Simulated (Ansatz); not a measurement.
Relaxed-ion elastic tensor of TiB2 in space group P6/mmm (No. 191; Ti on 1a, B on 2d) in GPa (Voigt order), LDA (plane waves, PAW; program Ansatz); density 4.70 g/cm³, 8.18 Å³ per atom.

|  | 1 | 2 | 3 | 4 | 5 | 6 |
|---|---|---|---|---|---|---|
| 1 | 706 | 75.0 | 119 | 0.0 | 0.0 | 0.0 |
| 2 | 75.0 | 706 | 119 | 0.0 | 0.0 | 0.0 |
| 3 | 119 | 119 | 498 | 0.0 | 0.0 | 0.0 |
| 4 | 0.0 | 0.0 | 0.0 | 289 | 0.0 | 0.0 |
| 5 | 0.0 | 0.0 | 0.0 | 0.0 | 289 | 0.0 |
| 6 | 0.0 | 0.0 | 0.0 | 0.0 | 0.0 | 316 |

Question: Is the crystal mechanically stable?

Answer: Yes: the smallest eigenvalue of C is 289 GPa.

Question: Work out the Voigt, Reuss and Hill averages.

Answer: K_V = 282, K_R = 277, K_H = 279; G_V = 285, G_R = 279, G_H = 282 GPa.

Question: Give Young's modulus, Poisson's ratio, Pugh's ratio and the universal anisotropy index.

Answer: E = 9KG/(3K + G) = 633 GPa; ν = 0.12; K/G = 0.99 (brittle by the Pugh limit of 1.75); A_U = 5G_V/G_R + K_V/K_R − 6 = 0.13.

Question: Estimate the sound speeds and the Debye temperature.

Answer: v_l = √((K + 4G/3)/ρ) = 11800 m/s, v_t = √(G/ρ) = 7740 m/s, mean 8480 m/s; Θ = (h/k)(3n/4πV)^(1/3) v_m = 1250 K.

Question: How much does each axis shrink under pressure?

Answer: Linear compressibilities β_i = Σ_j S_ij (j = 1 to 3): x 1.1, y 1.1, z 1.5 per TPa.

Symmetry was held in the LDA relaxation. No spin polarisation was allowed. As this level gives no gap, shear constants depend on the k-mesh and smearing (Fermi–Dirac, 0.1 eV here).

Potentials: the earlier of the program's two PAW sets. The files were generated under PBE; for other functionals the program regenerates the frozen cores, and for LDA and PBEsol the local potential too.
